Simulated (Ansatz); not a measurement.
SrCl₂:
```cif
data_Cl8Sr4
_chemical_formula_sum 'Sr4 Cl8'
_space_group_name_H-M_alt 'Fm-3m'
_space_group_IT_number 225
_space_group_name_Hall '-F 4 2 3'
_cell_length_a 6.99492
_cell_length_b 6.99492
_cell_length_c 6.99492
_cell_angle_alpha 90.000
_cell_angle_beta 90.000
_cell_angle_gamma 90.000
loop_
_atom_site_label
_atom_site_type_symbol
_atom_site_symmetry_multiplicity
_atom_site_Wyckoff_symbol
_atom_site_fract_x
_atom_site_fract_y
_atom_site_fract_z
_atom_site_occupancy
Sr1 Sr 4 a 0.00000 0.00000 0.00000 1
Cl1 Cl 8 c 0.25000 0.25000 0.25000 1
```
(The calculation used a cell of 3 atoms; values per cell refer to that cell.)

Relaxed with r²SCAN. r²SCAN in the plane-wave PAW code Ansatz gives a gap of 5.94 eV.

### Question
What gap does HSE06 give on the same cell (Ansatz, PAW)?

### Answer
6.59 eV, 0.65 eV more. The hybrid was solved on a coarser mesh and at special points; its gap is the smallest among all of these.

| k | v1 r²SCAN | c1 r²SCAN | v1 HSE06 | c1 HSE06 |
|---|---|---|---|---|
| Γ | -0.34 | 5.94 | -0.36 | 6.59 |
| X | 0.00 | 5.99 | ___ | ___ |
| L | -1.05 | 7.31 | ___ | ___ |
| W | -0.11 | 6.69 | ___ | ___ |
| K | -0.11 | 6.44 | ___ | ___ |

### Question
Top valence (v1) and lowest conduction level (c1) in eV from each method's valence maximum (which need not be a listed point): supply the withheld HSE06 values.

### Answer

- L, v1 HSE06: -1.12
- L, c1 HSE06: 8.21
- K, v1 HSE06: -0.11
- K, c1 HSE06: 7.30
- X, v1 HSE06: 0.00
- X, c1 HSE06: 6.83
- W, v1 HSE06: -0.11
- W, c1 HSE06: 7.58

Cost on shared cores: the r²SCAN run (SCF on a 7×7×7 mesh, then bands and DOS) very roughly 15 core-seconds, the HSE06 run (SCF on 5×5×5, then a few points) about 50 core-seconds (a rough figure); the tasks are unlike.

The r²SCAN relaxation kept the symmetry of its start; phonons on a q-mesh show no instability. Scalar-relativistic: spin–orbit coupling is off unless named, which matters more the heavier the elements.

Potentials: the later of the program's two PAW sets.
